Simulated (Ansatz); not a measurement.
Calculated with Ansatz: SiNi$_{3}$, single run

input.yaml:

```yaml
crystal:
  lattice:
    - [3.60480957, 3.60480957, 0.0]
    - [3.60480957, -3.60480957, 0.0]
    - [0.0, 0.0, 3.60480957]
  atoms:
    - { symbol: Ni, position: [0.25, 0.75, 0.5] }
    - { symbol: Ni, position: [0.75, 0.25, 0.5] }
    - { symbol: Ni, position: [0.25, 0.25, 0.5] }
    - { symbol: Ni, position: [0.75, 0.75, 0.5] }
    - { symbol: Ni, position: [0.0, 0.5, 0.0] }
    - { symbol: Ni, position: [0.5, 0.0, 0.0] }
    - { symbol: Si, position: [0.0, 0.0, 0.0] }
    - { symbol: Si, position: [0.5, 0.5, 0.0] }
kpoints:
  mp_grid: { grid: [4, 4, 5], shift: [0, 0, 0] }
magnetization:
  spin_polarized: true
scf:
  occupations: { method: fermi_dirac }
hamiltonian:
  pseudopotentials: { kind: paw }
  xc: pbe
  hubbard: { projectors: atomic, sites: [{ species: Ni, l: d, u_eff: 1.17 }] }
basis:
  ecutwfc: 420
output:
  forces: true
  stress: true
  eigenvalues: true
accuracy: high
```

The command:

```bash
ansatz run input.yaml --threads 1 --pin off --max-ram 2560MiB --backend cpu --events-out ev --progress --plain --runs-dir out
```

Origin of the cell: a database entry, scaled a little.

The smearing width isn't typed, so it takes its default of 0.1 eV.

Output (shortened):

```
SCF iter   1: F=—  HF=-36311.923947 eV  Δρ=6.28e-2  dr2=1.30e1  dr2_m=0.00e0  M=0.000 μB ∫|m|=0.000 μB  defer=2
SCF iter   2: F=—  HF=-36310.660043 eV  Δρ=1.48e-2  dr2=1.28e0  dr2_m=0.00e0  M=0.000 μB ∫|m|=0.000 μB  defer=74
SCF iter   3: F=—  HF=-36310.354010 eV  Δρ=1.34e-2  dr2=1.20e0  dr2_m=0.00e0  M=0.000 μB ∫|m|=0.000 μB  defer=73
SCF iter   4: F=—  HF=-36303.991067 eV  Δρ=1.61e-1  dr2=3.90e0  dr2_m=1.54e1  M=7.769 μB ∫|m|=7.769 μB  defer=73
SCF iter   5: F=—  HF=-36308.934723 eV  Δρ=8.11e-2  dr2=1.65e0  dr2_m=4.14e0  M=2.472 μB ∫|m|=2.904 μB  defer=108
SCF iter   6: F=—  HF=-36310.300431 eV  Δρ=8.93e-2  dr2=7.44e0  dr2_m=2.74e0  M=1.717 μB ∫|m|=2.246 μB  defer=114
SCF iter   7: F=—  HF=-36316.066343 eV  Δρ=2.19e-1  dr2=1.06e2  dr2_m=1.58e0  M=1.526 μB ∫|m|=2.027 μB  defer=131  recentre
SCF iter   8: F=—  HF=-36310.053573 eV  Δρ=4.46e-2  dr2=2.50e-1  dr2_m=1.44e0  M=1.443 μB ∫|m|=2.020 μB  defer=120
SCF iter   9: F=—  HF=-36310.366687 eV  Δρ=7.15e-3  dr2=5.89e-2  dr2_m=1.35e-2  M=0.571 μB ∫|m|=1.122 μB  defer=129
SCF iter  10: F=—  HF=-36310.383025 eV  Δρ=6.36e-3  dr2=2.63e-2  dr2_m=1.55e-2  M=0.523 μB ∫|m|=0.999 μB  defer=129
[… 4 lines left out …]
SCF iter  15: F=—  HF=-36310.416898 eV  Δρ=6.26e-4  dr2=8.18e-4  dr2_m=2.72e-5  M=0.019 μB ∫|m|=0.029 μB  defer=128
SCF iter  16: F=—  HF=-36310.416869 eV  Δρ=2.01e-4  dr2=1.07e-4  dr2_m=0.00e0  M=0.000 μB ∫|m|=0.000 μB  defer=51
SCF iter  17: F=—  HF=-36310.417110 eV  Δρ=1.12e-3  dr2=3.54e-3  dr2_m=0.00e0  M=0.000 μB ∫|m|=0.000 μB  defer=50  recentre
SCF iter  18: F=—  HF=-36310.416879 eV  Δρ=7.60e-5  dr2=1.55e-5  dr2_m=0.00e0  M=0.000 μB ∫|m|=0.000 μB  defer=50
SCF iter  19: F=—  HF=-36310.416872 eV  Δρ=2.38e-5  dr2=1.53e-6  dr2_m=0.00e0  M=0.000 μB ∫|m|=0.000 μB  defer=50
SCF iter  20: F=—  HF=-36310.416872 eV  Δρ=6.70e-6  dr2=2.03e-7  dr2_m=0.00e0  M=0.000 μB ∫|m|=0.000 μB  defer=50
SCF iter  21: F=-36310.416872 eV  HF=-36310.416872 eV  Δρ=3.08e-6  dr2=2.71e-8  dr2_m=0.00e0  M=0.000 μB ∫|m|=0.000 μB
SCF iter  22: F=—  HF=-36310.416872 eV  Δρ=1.88e-6  dr2=1.01e-8  dr2_m=0.00e0  M=0.000 μB ∫|m|=0.000 μB
SCF iter  23: F=—  HF=-36310.416872 eV  Δρ=3.64e-7  dr2=3.42e-10  dr2_m=0.00e0  M=0.000 μB ∫|m|=0.000 μB
SCF iter  24: F=-36310.416872 eV  HF=-36310.416872 eV  Δρ=9.88e-8  dr2=3.05e-11  dr2_m=0.00e0  M=0.000 μB ∫|m|=0.000 μB
SCF 1 converged in 24 iterations: F = -36310.416872 eV  dr2 = 3.05e-11
SCF converged after 24 iterations
Magnetization: 0.0000 μB (58.0000 up, 58.0000 down)
Absolute magnetization: 0.0000 μB (∫|ρ↑−ρ↓|)
Spin contamination: 0.0000 ħ² per cell (⟨S²⟩ above its minimum at these occupations)
Per-site moments (μB) at R_I (Å): [(0.0, 1.051456), (0.0, 1.051456), (0.0, 1.051456), (0.0, 1.051456), (0.0, 1.051456), (0.0, 1.051456), (0.0, 1.051456), (0.0, 1.051456)]
Free energy (F): -36310.416872 eV
Harris-Foulkes:  -36310.416872 eV  (|F-HF|=2.18e-11)
Internal energy: -36310.265652 eV  (E = F + TS)
E sigma→0 (E₀):  -36310.341262 eV
Entropy (-TS):   -0.151219 eV (-18.902 meV/atom)
Fermi energy:    15.617642 eV
--- Per-component energies (eV) ---
  E_band       = -1870.456241
  E_kinetic    = 1781.583732
  E_local      = -24048.389395  (includes V_loc(G=0)·N_el)
  E_nonlocal   = 3878.884971
  E_hartree    = 10241.147720
  E_xc         = -618.894542
  E_vxc        = -749.446218  (∫ρ·V_xc dr)
  E_hubbard    = 2.841989  (on-site DFT+U / exact-exchange correction)
  E_vhub       = -26.274051  (the Hubbard potential's part of the band-sum identity)
  E_paw        = -10820.917952  (= ΣΔE_a)
  E_vpaw       = -3189.114220  (= ΣTr[D̂ρ^β])
  E_aug_tail   = 0.003240  (compensation charges beyond the density's cutoff)
  E_ewald      = -16726.525416
  E_smearing   = -0.151219  (= −TS)
  Σ components = -36310.416872   (vs F -36310.416872, Δ=0.00e0)
--- Forces (eV/Å), atoms counted from 1 ---
  atom   1  Ni     0.000000     0.000000     0.000000
  atom   2  Ni     0.000000     0.000000     0.000000
  atom   3  Ni     0.000000     0.000000     0.000000
  atom   4  Ni     0.000000     0.000000     0.000000
  atom   5  Ni     0.000000    -0.000000     0.000000
  atom   6  Ni     0.000000     0.000000     0.000000
  atom   7  Si    -0.000000     0.000000     0.000000
  atom   8  Si    -0.000000     0.000000     0.000000
  max |Σ_I F_I| component: 0.0 eV/Å
--- Stress (GPa, compression-positive) ---
      -15.230284      -0.000000       0.000000
       -0.000000     -15.230284       0.000000
        0.000000       0.000000     -15.188750
  P = ⅓ Tr σ = -15.2164 GPa (-152.164 kbar)
Occupation matrices written to <dir>
```

Caveats: no moments, though an odd count or open d shells may carry them; spin is on but no moment was typed; the k mesh is coarse if the cell is a metal.

The run took 36 s on 1 thread of Arm Neoverse V2, on a shared host, peak memory 0.55 GiB, from the program's own first density.
